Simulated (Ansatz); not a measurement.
K (bcc)

Method: PBE, scalar-relativistic; no spin polarisation; PAW, 420 eV, 12×12×12 k-mesh, Gaussian smearing of 0.05 eV; code Ansatz. The datasets are Ansatz's generated set soft_2.

```
K
1.0
    -2.64205    2.64205    2.64205
     2.64205   -2.64205    2.64205
     2.64205    2.64205   -2.64205
K
1
Cartesian
  0.0000 0.0000 0.0000
```

Path: Γ–H–N–Γ–P–H | P–N, with Γ = (0.000, 0.000, 0.000), H = (0.500, -0.500, 0.500), N = (0.000, 0.000, 0.500), P = (0.250, 0.250, 0.250) in reciprocal vectors of the calculation's cell.

Task: Is it a metal or an insulator, and if it has a gap, where are the band edges on this path?

Result: A metal: bands cross the Fermi level.

Bands as a text map, energy in eV from the Fermi level (dashes), each leg drawn with the same width:
```
  2.86 |                                         **  
  2.57 |    *            *       *       *      *    
  2.29 |                                       *     
  2.00 |     *          *         *     *     *      
  1.71 |      ****                 * ***  ** *       
  1.43 |      *  **                 **  **  ***      
  1.14 |          **   *              **      **     
  0.86 |           ***             *            ***  
  0.57 |     *       **                          ****
  0.29 |                                             
  0.00 |---------------*----------*------------------
 -0.29 |    *                                        
 -0.57 |                *        *                   
 -0.86 |                                             
 -1.14 |   *             *                           
 -1.43 |                        *                    
 -1.71 |  *               *    *                     
 -2.00 |**                 ****                      
 -2.29 |                                             
 -2.57 |                                             
 -2.86 |                                             
 -3.14 |                                             
 -3.43 |                                             
 -3.71 |                                             
 -4.00 |                                             
 -4.29 |                                             
 -4.57 |                                             
 -4.86 |                                             
        Γ      H      N      Γ      P      HP       N
```

With 9 valence electrons in the calculation's cell and no magnetic order, the bands, two electrons each, can't all be full or empty: band theory demands a metal.
